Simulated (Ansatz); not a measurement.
Starting cell, BaTiO3 (cubic perovskite):

```
BaTiO3
1.0
    3.99442     0.00000     0.00000
    0.00000     3.99442     0.00000
    0.00000     0.00000     3.99442
Ba Ti O
1 1 3
Direct
  0.00000   0.00000   0.00000
  0.50000   0.50000   0.50000
  0.00000   0.50000   0.50000
  0.50000   0.50000   0.00000
  0.50000   0.00000   0.50000
```

In each cell atom 5 (O, nearest neighbour Ti at 1.997 Å; its periodic images, 4.0 Å or more away, move with it) moves by s·(0.000, -1.000, 0.000) (towards the nearest neighbour), the rest being held.

Level of theory: r2SCAN (plane waves to 500 eV, PAW, scalar-relativistic; Ansatz, a quantum-chemistry and plane-wave program). k mesh 7×7×7 (Γ-centred), Fermi-Dirac smearing 0.05 eV. Energies are smeared free energies. BaTiO3 is run without spin polarisation. BaTiO3 was relaxed with its symmetry unable to fall. The PAW data are Ansatz's earlier set. This is a high-temperature form of BaTiO3. ΔE is measured from the undisplaced structure.

**Question.** Estimate the ΔE (meV/cell) for s (Å) = -0.160, -0.120, -0.040, 0.120, 0.200.

**Answer.** 
```json
[
 {"s (Å)": "-0.160", "ΔE (meV/cell)": "78.3"},
 {"s (Å)": "-0.120", "ΔE (meV/cell)": "40.5"},
 {"s (Å)": "-0.040", "ΔE (meV/cell)": "4.0"},
 {"s (Å)": "0.120", "ΔE (meV/cell)": "40.5"},
 {"s (Å)": "0.200", "ΔE (meV/cell)": "134.8"}
]
```

(A displaced cell: forces are minus the slopes of the energy, force constants its curvatures, and phonons follow from these.)
